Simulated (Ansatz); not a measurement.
Computed frozen-phonon scan: Hf (hcp, Mg type)

Hf (hcp, Mg type)

```xyz
4
Lattice="6.3958 0.0000 0.0000 -1.5990 2.7695 0.0000 0.0000 0.0000 5.0473" Properties=species:S:1:pos:R:3 pbc="T T T"
Hf     0.0000     1.8463     3.7855
Hf     3.1979     1.8463     3.7855
Hf     1.5990     0.9232     1.2618
Hf     4.7969     0.9232     1.2618
```

The atoms are displaced by Q × the pattern below (from a DFPT mode at M = (0.5, 0.0, 0.0), largest move 1; Q in Å), at fixed cell. (q is in reciprocal vectors of the primitive cell; the cell shown is doubled to hold the pattern.)

```tsv
atom	x	y	z
Hf1	0.000	0.000	1.000
Hf2	0.000	0.000	-1.000
Hf3	0.000	0.000	1.000
Hf4	0.000	0.000	-1.000
```

Computed with r2SCAN (plane waves to 500 eV, PAW, scalar-relativistic; Ansatz, a program for electronic structure). k mesh 17×17×9 (Γ-centred), Fermi-Dirac smearing 0.05 eV. Energies are smeared free energies. Compression counts positive. With partly filled bands, energies and forces of such displacements shift with the k mesh and the smearing. Hf is run without spin polarisation. Hf was relaxed with its symmetry unable to fall. Spin-orbit coupling is left out, though Hf is heavy. ΔE is measured from the undisplaced structure.

```json
[
 {"Q (Å)": "-0.180", "ΔE (meV/cell)": "270", "P (GPa)": "0.4", "−dE/dQ from forces (eV/Å)": "3.143"},
 {"Q (Å)": "-0.150", "ΔE (meV/cell)": "185", "P (GPa)": "0.3", "−dE/dQ from forces (eV/Å)": "2.568"},
 {"Q (Å)": "-0.120", "ΔE (meV/cell)": "116", "P (GPa)": "0.2", "−dE/dQ from forces (eV/Å)": "2.015"},
 {"Q (Å)": "-0.090", "ΔE (meV/cell)": "64", "P (GPa)": "0.1", "−dE/dQ from forces (eV/Å)": "1.463"},
 {"Q (Å)": "-0.060", "ΔE (meV/cell)": "28", "P (GPa)": "0.1", "−dE/dQ from forces (eV/Å)": "0.942"},
 {"Q (Å)": "-0.030", "ΔE (meV/cell)": "7", "P (GPa)": "0.0", "−dE/dQ from forces (eV/Å)": "0.461"},
 {"Q (Å)": "0.000", "ΔE (meV/cell)": "0", "P (GPa)": "0.0", "−dE/dQ from forces (eV/Å)": "0.000"},
 {"Q (Å)": "0.030", "ΔE (meV/cell)": "7", "P (GPa)": "0.0", "−dE/dQ from forces (eV/Å)": "-0.461"},
 {"Q (Å)": "0.060", "ΔE (meV/cell)": "28", "P (GPa)": "0.1", "−dE/dQ from forces (eV/Å)": "-0.942"},
 {"Q (Å)": "0.090", "ΔE (meV/cell)": "64", "P (GPa)": "0.1", "−dE/dQ from forces (eV/Å)": "-1.463"},
 {"Q (Å)": "0.120", "ΔE (meV/cell)": "116", "P (GPa)": "0.2", "−dE/dQ from forces (eV/Å)": "-2.015"},
 {"Q (Å)": "0.150", "ΔE (meV/cell)": "185", "P (GPa)": "0.3", "−dE/dQ from forces (eV/Å)": "-2.568"},
 {"Q (Å)": "0.180", "ΔE (meV/cell)": "270", "P (GPa)": "0.4", "−dE/dQ from forces (eV/Å)": "-3.143"}
]
```

Derived quantities:

* **Energy at Q = 0.180 Å**: 270 meV/cell
* **Space group of the distorted cell**: Pnnm (No. 58), lowered from P6_3/mmc
* **Symmetry of the curve**: even: the same for both signs
* **Shape of the curve**: a single well with its minimum at or next to zero displacement
* **Harmonic wavenumber from the curvature (finite differences)**: 76 cm⁻¹

(A displaced cell: forces are minus the slopes of the energy, force constants its curvatures, and phonons follow from these.)
